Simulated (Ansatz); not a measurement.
With PBE (plane waves, PAW; program Ansatz), LuAlN₂ in the orthorhombic phase (Pna2_1; Lu on 4a, Al on 4a, N on 4a, N on 4a) relaxes to a = 5.909 Å, b = 6.941 Å, c = 5.225 Å. Al has 4 nearest neighbours from 1.89 Å (tetrahedral). Against the elements it lies at -1.39 eV/atom, with no fitted shifts.

The Kohn–Sham gap is 2.91 eV (direct). The valence maximum lies at Γ and the conduction minimum at Γ. Electrons at the band edge weigh 0.27, 0.29, 0.31 mₑ (principal values). The hole mass is 1.0, 2.1, 2.2 mₑ (principal values).

The start of the workflow was typed in or built on a structure type; neither database checked (COD, Materials Project) lists it. Whether it is the stable phase at ambient conditions was not checked. The cell was relaxed with PBE under the symmetry of its start; its stability against distortions is not shown here. The references are the lowest solids computed at this level, not always the standard phases (solids in place of the gases). Spin–orbit coupling is left out wherever it is not named.

Potentials: the earlier of the program's two PAW sets.
